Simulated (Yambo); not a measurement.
Ba₂MgMoO₆ (space group Fm-3m, No. 225), G0W0@PBEsol in Yambo with this input:

```
rim_cut
gw0
dyson
el_el_corr
HF_and_locXC
ppa
em1d
RandQpts= 1000000
RandGvec= 1 Ry
EXXRLvcs= 84 Ry
VXCRLvcs= 336 Ry
Chimod= "HARTREE"
% BndsRnXp
 3 | 214 |
%
NGsBlkXp= 7 Ry
% LongDrXp
 1.0 | 1.0 | 1.0 |
%
PPAPntXp= 27.2114 eV
% GbndRnge
 1 | 214 |
%
GTermKind= "BG"
DysSolver= "n"
ExtendOut
```

On a 2×2×2 mesh, with wavefunctions cut at 84 Ry, the gap (Γ → X) is 3.468 eV and the valence edge shifts by -0.341 eV.

**Question.** What happens with this change: 109 bands in W?

**Answer.** The gap rises by 0.086 eV, to 3.554 eV; the shift of the valence edge becomes -0.221 eV. Neither run is shown to be the converged limit.

Spin-orbit coupling is not included.

Geometry of the Materials Project entry, not relaxed at this level; primitive cell a = b = c = 5.8070 Å, α = β = γ = 60.00°.

The structure is a Materials Project entry; no match was found in the copy of COD used, and its stability was not checked.

A shift is the quasiparticle energy of the state minus its PBEsol energy.
